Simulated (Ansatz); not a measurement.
CsSnI3:
```cif
data_CsI3Sn
_chemical_formula_sum 'Cs1 I3 Sn1'
_space_group_name_H-M_alt 'P 1'
_space_group_IT_number 1
_cell_length_a 6.27144
_cell_length_b 6.27144
_cell_length_c 6.27144
_cell_angle_alpha 90.000
_cell_angle_beta 90.000
_cell_angle_gamma 90.000
loop_
_space_group_symop_operation_xyz
  'x, y, z'
loop_
_atom_site_label
_atom_site_type_symbol
_atom_site_fract_x
_atom_site_fract_y
_atom_site_fract_z
_atom_site_occupancy
Cs1 Cs 0.00000 0.00000 0.00000 1
I1 I 0.00000 0.50000 0.50000 1
I2 I 0.50000 0.00000 0.50000 1
I3 I 0.50000 0.50000 0.00000 1
Sn1 Sn 0.50000 0.50000 0.50000 1
```

Relaxed with PBE. Plane-wave PAW PBE (Ansatz code) gives a gap of 0.46 eV.

What gap does HSE06 give on the same cell (Ansatz, PAW)?

0.74 eV, 0.28 eV more. The hybrid was solved on a coarser mesh and at special points; its gap is the smallest among all of these.

```
k  v1 PBE  c1 PBE    v1 HSE06    c1 HSE06
-  ------  ------  ----------  ----------
Γ   -2.01    2.31  (withheld)  (withheld)
R    0.00    0.46        0.00        0.74
M   -0.73    0.89  (withheld)  (withheld)
X   -1.48    1.20  (withheld)  (withheld)
```

Top valence (v1) and lowest conduction level (c1) in eV from each method's valence maximum (which need not be a listed point): supply the withheld HSE06 values.


- M, v1 HSE06: -0.86
- M, c1 HSE06: 1.18
- Γ, v1 HSE06: -2.56
- Γ, c1 HSE06: 2.73
- X, v1 HSE06: -1.75
- X, c1 HSE06: 1.52

Cost on shared cores: the PBE run (SCF on a 5×5×5 mesh, then bands and DOS) about 90 core-seconds (a rough figure), the HSE06 run (SCF on 3×3×3, then a few points) around 4 core-minutes (rough); the tasks are unlike.

Space group Pm-3m (cubic perovskite). This is a known high-temperature phase of the composition, computed here at zero pressure and temperature. The PBE relaxation kept the symmetry of its start; of distortions, only those at the zone centre were tested. Scalar-relativistic: spin–orbit coupling is off unless named, which matters more the heavier the elements.

Potentials: the later of the program's two PAW sets.
